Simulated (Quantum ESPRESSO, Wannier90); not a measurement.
**Wannierisation of Mg₂Sn (Fm-3m)**

```xyz
3
Lattice="0.0000 3.3802 3.3802 3.3802 0.0000 3.3802 3.3802 3.3802 0.0000" Properties=species:S:1:pos:R:3 pbc="T T T"
Mg     1.6901     1.6901     1.6901
Mg    -1.6901    -1.6901    -1.6901
Sn     0.0000     0.0000     0.0000
```

Structure: Materials Project mp-2343, symmetrised, not relaxed again. COD (Crystallography Open Database) has the formula in 2 space groups, this one among them (matched by group alone). Level: PBEsol, no spin polarisation, no spin-orbit coupling; pw.x of Quantum ESPRESSO at 68 Ry with PseudoDojo potentials, 8×8×8 k-points, Wannier90. Density: 12×12×12 mesh, Gaussian smearing 0.01 Ry. Spin-orbit coupling is left out although heavy elements are present.

A tight-binding model is made by disentanglement and projection with no localisation steps (num_iter = 0), so the 12 orbitals stay atom-like: hydrogen-like Mg: s;p; Sn: s;p, axes along x, y, z; frozen window up to 1.50 eV relative to the Fermi level. It follows pw.x to 4.5 meV rms for states up to 1.0 eV relative to the Fermi level. Matrix elements depend on this choice of orbitals and windows.

### Question
What are the on-site energies relative to the Fermi level, and how fast do the hoppings decay?

### Answer
| atom | orbitals | energy (eV) |
|---|---|---|
| Mg1 | s | 0.56 |
| Mg1 | pz px py | 4.31 |
| Mg2 | s | 0.56 |
| Mg2 | pz px py | 4.31 |
| Sn3 | s | -4.83 |
| Sn3 | pz px py | 2.29 |

```
distance of the centres (Å)  largest modulus (eV)
---------------------------  --------------------
2–3                                          0.97
3–4                                           1.7
4–5                                          0.22
5–6                                          0.21
6–7                                          0.31
7–8                                         0.046
8–9                                         0.037
9–10                                        0.014
10–11                                       0.041
11–12                                      0.0071
12–13                                      0.0063
```
